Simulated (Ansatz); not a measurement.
**ZnCu (Pm-3m), clamped-ion strain scan**

Level of theory: Ansatz, DFT PBEsol, scalar-relativistic, plane waves, PAW. Settings: plane waves to 420 eV, k-mesh 16×16×16 (Γ-centred), Gaussian smearing 0.15 eV. No spin polarisation. Energies are free energies at this smearing, counted from the undisturbed cell; pressure is positive in compression.

Zero of the scan (as given, not relaxed at this level; it stands at -4.7 GPa, and it needn't be the usual structure):

```xyz
2
Lattice="2.9450 0.0000 0.0000 0.0000 2.9450 0.0000 0.0000 0.0000 2.9450" Properties=species:S:1:pos:R:3 pbc="T T T"
Zn    1.4725    1.4725    1.4725
Cu    0.0000    0.0000    0.0000
```

The cell is strained by ε times the Voigt pattern (1, -1, 0, 0, 0, 0) (xx, yy, zz, yz, xz, xy; engineering shear) with fractional coordinates fixed. The cell is metallic on the mesh throughout.

```tsv
ε	ΔE (meV/atom)
-0.0400	0.5
-0.0200	-0.2
0.0000	0.0
0.0050	0.0
0.0100	-0.1
0.0150	-0.1
0.0250	-0.2
0.0300	-0.1
0.0350	0.1
```

Predict the pressure (GPa) at each point.

```
      ε  pressure (GPa)
-0.0400            -4.4
-0.0200            -4.6
 0.0000            -4.7
 0.0050            -4.7
 0.0100            -4.7
 0.0150            -4.7
 0.0250            -4.6
 0.0300            -4.6
 0.0350            -4.5
```